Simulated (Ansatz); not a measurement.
Cs₂AgF₄:
```xyz
7
Lattice="-2.2150 2.2150 7.2272 2.2150 -2.2150 7.2272 2.2150 2.2150 -7.2272" Properties=species:S:1:pos:R:3 pbc="T T T"
F      0.0000     0.0000     2.1775
F      0.0000     0.0000    12.2769
Cs     0.0000     0.0000     5.1382
Cs     0.0000     0.0000     9.3162
F      0.0000     2.2150     0.0000
F      2.2150     0.0000     0.0000
Ag     0.0000     0.0000     0.0000
```

Relaxed with PBEsol. Special points in fractions of this cell's reciprocal vectors: Γ (0.000, 0.000, 0.000); X (0.000, 0.000, 0.500); P (0.250, 0.250, 0.250); N (0.000, 0.500, 0.000); M (0.500, 0.500, -0.500); S (0.273, 0.727, -0.273); S0 (-0.273, 0.273, 0.273); R (-0.047, 0.047, 0.500); G (0.500, 0.500, -0.047).

List the band energies nearest the Fermi level at these points for the program Ansatz at the PBEsol with spin–orbit coupling level (PAW).

In eV from the Fermi level; about four levels below and three above (degenerate sets whole), none deeper than 8.9 eV; points with the same levels are listed once.

```csv
k,below,above
Γ,-1.72 -1.72 -0.94 -0.94,3.45 3.45 5.44 5.44
X,-1.56 -1.56 -1.42 -1.42,0.03 0.03 0.43 0.43
P,-1.55 -1.55 -1.42 -1.42,0.03 0.03 0.43 0.43
N,-1.68 -1.68 -1.65 -1.65,0.13 0.13 5.67 5.67
M,-1.74 -1.74 -1.06 -1.06,4.34 4.34 5.07 5.07
S,-1.68 -1.68 -1.66 -1.66,0.10 0.10 5.50 5.50
R,-1.57 -1.57 -1.43 -1.43,0.02 0.02 0.37 0.37
```

Space group I4/mmm. The workflow started from an entry of the Crystallography Open Database (COD). Its standing as an ambient phase is unchecked. Symmetry was held in the PBEsol relaxation; its stability against distortions is not shown here. No spin polarisation was allowed. With an odd number of electrons in the cell and no spin polarisation, the count alone makes it a metal.

Potentials: the later of the program's two PAW sets.
